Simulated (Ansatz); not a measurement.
Relaxed-ion elastic tensor of GaP (zinc blende, F-43m) in GPa (Voigt order), LDA in the plane-wave PAW code Ansatz; density 4.27 g/cm³, 19.59 Å³ per atom.

```
      1     2     3     4     5     6
-  ----  ----  ----  ----  ----  ----
1   142  64.0  64.0   0.0   0.0   0.0
2  64.0   142  64.0   0.0   0.0   0.0
3  64.0  64.0   142   0.0   0.0   0.0
4   0.0   0.0   0.0  71.0   0.0   0.0
5   0.0   0.0   0.0   0.0  71.0   0.0
6   0.0   0.0   0.0   0.0   0.0  71.0
```

### Question
Is the crystal mechanically stable?

### Answer
Yes: the smallest eigenvalue of C is 71.0 GPa.

### Question
Work out the Voigt, Reuss and Hill averages.

### Answer
K_V = 90.2, K_R = 90.2, K_H = 90.2; G_V = 58.3, G_R = 53.6, G_H = 56.0 GPa.

### Question
Give Young's modulus, Poisson's ratio, Pugh's ratio and the universal anisotropy index.

### Answer
E = 9KG/(3K + G) = 139 GPa; ν = 0.24; K/G = 1.61 (brittle by the Pugh limit of 1.75); A_U = 5G_V/G_R + K_V/K_R − 6 = 0.44.

### Question
Estimate the sound speeds and the Debye temperature.

### Answer
v_l = √((K + 4G/3)/ρ) = 6210 m/s, v_t = √(G/ρ) = 3620 m/s, mean 4020 m/s; Θ = (h/k)(3n/4πV)^(1/3) v_m = 444 K.

### Question
Give the Zener ratio and Young's modulus along [100], [110] and [111].

### Answer
A = 2C44/(C11 − C12) = 1.81; 1/E = S11 − 2(S11 − S12 − S44/2)Γ with Γ = 0, 1/4, 1/3 gives 103, 145, 169 GPa.

Symmetry was held in the LDA relaxation. Spin–orbit coupling is left out wherever it is not named.

Potentials: the earlier of the program's two PAW sets. The files were generated under PBE; for other functionals the program regenerates the frozen cores, and for LDA and PBEsol the local potential too.
